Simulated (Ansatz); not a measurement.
# Zone-centre phonons of ZnNi at 6 GPa: input and output

Theory: DFT LDA, scalar-relativistic, plane waves, PAW (Ansatz 0.2.0).

Launched with:
```bash
ansatz run input.yaml --threads 1 --pin off --max-ram 3072MiB --backend cpu --events-out ev --progress --plain --runs-dir out
```

Input (bare energies are in eV):
```yaml
crystal:
  lattice:
    - [2.7803336364, 0.0, 0.0]
    - [0.0, 2.7803336364, 0.0]
    - [0.0, 0.0, 2.7803336364]
  atoms:
    - { symbol: Zn, position: [0.5, 0.5, 0.5] }
    - { symbol: Ni, position: [0.0, 0.0, 0.0] }
basis:
  ecutwfc: 420
kpoints:
  mp_grid: { grid: [16, 16, 16] }
hamiltonian:
  xc: lda
scf:
  occupations: { method: fermi_dirac, width: 0.15 }
output:
  eigenvalues: true
phonons:
  method: dfpt
  eigenvectors: true
```

The end of the output:
```
--- Phonons (Γ-DFPT): 2 representative perturbations + reference, on 405 of 4096 k-points (Σ response iterations 8) ---
  k mesh reduced under 8 symmetry operations, with k and −k counted as one. Each operation leaves every solved perturbation unchanged. A smaller set is not used because it would not reduce the number of displacements ...
  ASR residual: 4.808e-4 → 0.000e0 eV/Å²; symmetrization residual: 5.036e-6 eV/Å²
  ASR residual per site (eV/Å²): 1.61e-5 4.81e-4
  Γ frequencies (cm⁻¹): 0.00 0.00 0.00 275.37 275.37 275.37
  non-analytic LO–TO correction: not included (Born effective charges unavailable; polar crystals: no LO–TO splitting at Γ)
```

Time: 42 s on 1 thread of Arm Neoverse V2, on a shared host, peak memory 0.82 GiB.

In a metal, frequencies and elastic constants depend on the k mesh and the smearing, soft modes and shear constants most. Spin polarisation was left out, and a magnetic state may lie lower. Other phases may be more stable at this pressure.